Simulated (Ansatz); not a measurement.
An Ansatz (a program for electronic structure) run. Input:

Ansatz 0.2 input:
```yaml
crystal:
  lattice:
    - [-2.0981680747, 2.0981680747, 2.9651992559]
    - [2.0981680747, -2.0981680747, 2.9651992559]
    - [2.0981680747, 2.0981680747, -2.9651992559]
  atoms:
    - { symbol: Pb, position: [0.0, 0.0, 0.0] }
    - { symbol: S, position: [0.5, 0.5, 0.0] }
kpoints:
  mp_grid: { grid: [8, 8, 8] }
basis: { xc_grid: 2 }
hamiltonian:
  xc: pbe
  dispersion: d3bj
  pseudopotentials: { kind: paw }
scf:
  occupations: { method: fixed }
output:
  optics: { e_range: [0.0, 15.0], de: 0.05, sigma: 0.1, bands: { spectra_wanted_up_to: 12 eV } }
```

Output (shortened):

```
output.optics: the spectra are integrated over the Brillouin zone by k·p interpolation around the k-points, where levels, occupations, output.optics.sigma and …
Pseudopotential: Pb, paw, valence charge 14
Pseudopotential: S, paw, valence charge 6
Functional definition: PBE
Crystal: 2 atoms, lattice volume = 52.215 Å³
Basis set: ecut = 420 eV, 965 PW (Γ), exchange–correlation on 60×60×60 points (8 copies of the dense FFT grid, shifted against one another)
Bands: 14, of which v1, the nominal top of the filled ones, is band 10 counted from 1 (9 counted from 0)
Symmetry: 16 space group operations
Space group: I4/mmm (ITA 139), of the structure as read, at distance tolerance 3.7e-5 Å
k-points: 59 of 512
SCF iter   1: F=—  HF=-12810.253625 eV  |F-HF|=—  |Δ(HF+E_count)|=         —  Δρ=9.38e-4  dr2=7.09e-4  ethr=1.77e-3  ⟨swp⟩=4.9  Hψ=4060  notcnv=0  defer=96
preconditioner: auto → none
SCF iter   2: F=—  HF=-12810.252261 eV  |F-HF|=—  |Δ(HF+E_count)|=   1.36e-3  Δρ=5.67e-4  dr2=1.60e-4  ethr=3.54e-6  ⟨swp⟩=2.4  Hψ=2043  notcnv=0  defer=116
SCF iter   3: F=—  HF=-12810.252237 eV  |F-HF|=—  |Δ(HF+E_count)|=   2.38e-5  Δρ=2.57e-4  dr2=1.79e-5  ethr=7.99e-7  ⟨swp⟩=2.1  Hψ=1041  notcnv=0  defer=105
SCF iter   4: F=—  HF=-12810.252271 eV  |F-HF|=—  |Δ(HF+E_count)|=   3.33e-5  Δρ=1.62e-4  dr2=1.70e-5  ethr=8.93e-8  ⟨swp⟩=2.0  Hψ=1464  notcnv=0  defer=84
SCF iter   5: F=—  HF=-12810.252265 eV  |F-HF|=—  |Δ(HF+E_count)|=   5.93e-6  Δρ=5.14e-5  dr2=1.64e-6  ethr=8.49e-8  ⟨swp⟩=2.1  Hψ=1316  notcnv=0  defer=27
SCF iter   6: F=—  HF=-12810.252263 eV  |F-HF|=—  |Δ(HF+E_count)|=   2.00e-6  Δρ=1.21e-5  dr2=9.80e-8  ethr=8.20e-9  ⟨swp⟩=2.2  Hψ=1345  notcnv=0  defer=13
SCF iter   7: F=—  HF=-12810.252263 eV  |F-HF|=—  |Δ(HF+E_count)|=   4.27e-8  Δρ=1.83e-6  dr2=2.26e-9  ethr=4.90e-10  ⟨swp⟩=2.0  Hψ=1410  notcnv=0  defer=13
SCF iter   8: F=—  HF=-12810.252263 eV  |F-HF|=—  |Δ(HF+E_count)|=  7.79e-10  Δρ=6.07e-7  dr2=2.28e-10  ethr=1.13e-11  ⟨swp⟩=2.6  Hψ=1437  notcnv=0  defer=13
SCF iter  10: F=-12810.252263 eV  HF=-12810.252263 eV  |F-HF|=1.82e-12  |Δ(HF+E_count)|=  7.28e-12  Δρ=6.79e-9  dr2=1.97e-14  ethr=1.00e-12  ⟨swp⟩=4.1  Hψ=3052  notcnv=0
SCF 1 converged in 10 iterations: F = -12810.252263 eV  dr2 = 1.97e-14
NSCF: frozen V_eff on 59 k-points
Optics k sum: 0 of 59 k-points
Optics k sum: 3 of 59 k-points
Optics k sum: 6 of 59 k-points
Optics k sum: 9 of 59 k-points
Optics k sum: 12 of 59 k-points
Optics k sum: 15 of 59 k-points
Optics k sum: 18 of 59 k-points
Optics k sum: 21 of 59 k-points
Optics k sum: 24 of 59 k-points
Optics k sum: 27 of 59 k-points
Optics k sum: 30 of 59 k-points
Optics k sum: 33 of 59 k-points
Optics k sum: 36 of 59 k-points
Optics k sum: 39 of 59 k-points
Optics k sum: 42 of 59 k-points
Optics k sum: 45 of 59 k-points
Optics k sum: 48 of 59 k-points
Optics k sum: 51 of 59 k-points
Optics k sum: 54 of 59 k-points
Optics k sum: 57 of 59 k-points
Optics k sum: 59 of 59 k-points
Optics k sum: 0 of 59 k-points
Optics k sum: 3 of 59 k-points
Optics k sum: 6 of 59 k-points
Optics k sum: 9 of 59 k-points
Optics k sum: 12 of 59 k-points
Optics k sum: 15 of 59 k-points
Optics k sum: 18 of 59 k-points
Optics k sum: 21 of 59 k-points
Optics k sum: 24 of 59 k-points
Optics k sum: 27 of 59 k-points
Optics k sum: 30 of 59 k-points
Optics k sum: 33 of 59 k-points
Optics k sum: 36 of 59 k-points
Optics k sum: 39 of 59 k-points
Optics k sum: 42 of 59 k-points
Optics k sum: 45 of 59 k-points
Optics k sum: 48 of 59 k-points
Optics k sum: 51 of 59 k-points
Optics k sum: 54 of 59 k-points
Optics k sum: 57 of 59 k-points
Optics k sum: 59 of 59 k-points
Optics k sum: 0 of 59 k-points
Optics k sum: 3 of 59 k-points
Optics k sum: 6 of 59 k-points
Optics k sum: 9 of 59 k-points
Optics k sum: 12 of 59 k-points
Optics k sum: 15 of 59 k-points
Optics k sum: 18 of 59 k-points
Optics k sum: 21 of 59 k-points
Optics k sum: 24 of 59 k-points
Optics k sum: 27 of 59 k-points
Optics k sum: 30 of 59 k-points
Optics k sum: 33 of 59 k-points
Optics k sum: 36 of 59 k-points
Optics k sum: 39 of 59 k-points
Optics k sum: 42 of 59 k-points
Optics k sum: 45 of 59 k-points
Optics k sum: 48 of 59 k-points
Optics k sum: 51 of 59 k-points
Optics k sum: 54 of 59 k-points
Optics k sum: 57 of 59 k-points
Optics k sum: 59 of 59 k-points
NSCF: frozen V_eff on 1 k-points
NSCF: frozen V_eff on 1 k-points
output.optics: what the bands over the 26 summed would add to eps1, eps2 and the energy-loss function is held between a lower and an upper bound (7 Lanczos …
SCF converged after 10 iterations
Free energy (F): -12810.252263 eV
Harris-Foulkes:  -12810.252263 eV  (|F-HF|=1.82e-12)
Internal energy: -12810.252263 eV  (E = F + TS)
E sigma→0 (E₀):  -12810.252263 eV
Fermi energy:    8.442092 eV
--- Per-component energies (eV) ---
  E_band       = -55.418466
  E_kinetic    = 393.718989
  E_local      = -1222.062387  (includes V_loc(G=0)·N_el)
  E_nonlocal   = 378.542024
  E_hartree    = 475.160797
  E_xc         = -318.610493
  E_vxc        = -220.593260  (∫ρ·V_xc dr)
  E_paw        = -11003.370069  (= ΣΔE_a)
  E_vpaw       = -335.345476  (= ΣTr[D̂ρ^β])
  E_aug_tail   = 0.000052  (compensation charges beyond the density's cutoff)
  E_ewald      = -1512.937173
  E_disp       = -0.694003  (pairwise vdW)
  E_smearing   =  0.000000  (= −TS)
  E_closure    = 0.000000  (closes the sum)
  Σ components = -12810.252263   (vs F -12810.252263, Δ=0.00e0)
  [band-id]    e_kinetic+e_local+e_nonlocal+2·e_hartree+e_vxc+e_vpaw+e_augmentation_tail = -55.418465   (vs E_band -55.418466, Δ=1.24e-6)
--- Band table (eV; the first three rows and the last of 59) ---
  k-point 0: bands = ["-8.3922", "-8.3920", "-8.3920", "-8.3764", "-8.3759", "-5.1535", "2.4090", "6.2620", "6.2677", "6.2677", "13.6447", "13.6447", "13.6605", "15.1372"]
  k-point 1: bands = ["-8.3957", "-8.3887", "-8.3837", "-8.3835", "-8.3723", "-4.9742", "1.9004", "6.0636", "6.0697", "7.0619", "11.4888", "13.3088", "13.3221", "14.2253"]
  k-point 2: bands = ["-8.4346", "-8.4047", "-8.3632", "-8.3627", "-8.3624", "-4.4630", "1.2217", "5.6014", "5.6081", "6.7135", "10.8694", "13.1707", "13.3473", "13.3610"]
  k-point 58: bands = ["-8.5303", "-8.4176", "-8.3506", "-8.3312", "-8.3312", "-3.4825", "1.2467", "3.2438", "4.9972", "4.9972", "12.2916", "14.0152", "14.1163", "14.1163"]
```

Cost: around 30 core-seconds (rough) on shared cores.

Space group Fm-3m (rock salt). Symmetry was held in the PBE+D3(BJ) relaxation; of distortions, only those at the zone centre were tested. Point labels and valley counts follow the cell and symmetry of the run, lower than the named group. Scalar-relativistic: spin–orbit coupling is off unless named, which matters more the heavier the elements.

Potentials: the later of the program's two PAW sets.

Ansatz is a plane-wave DFT program.
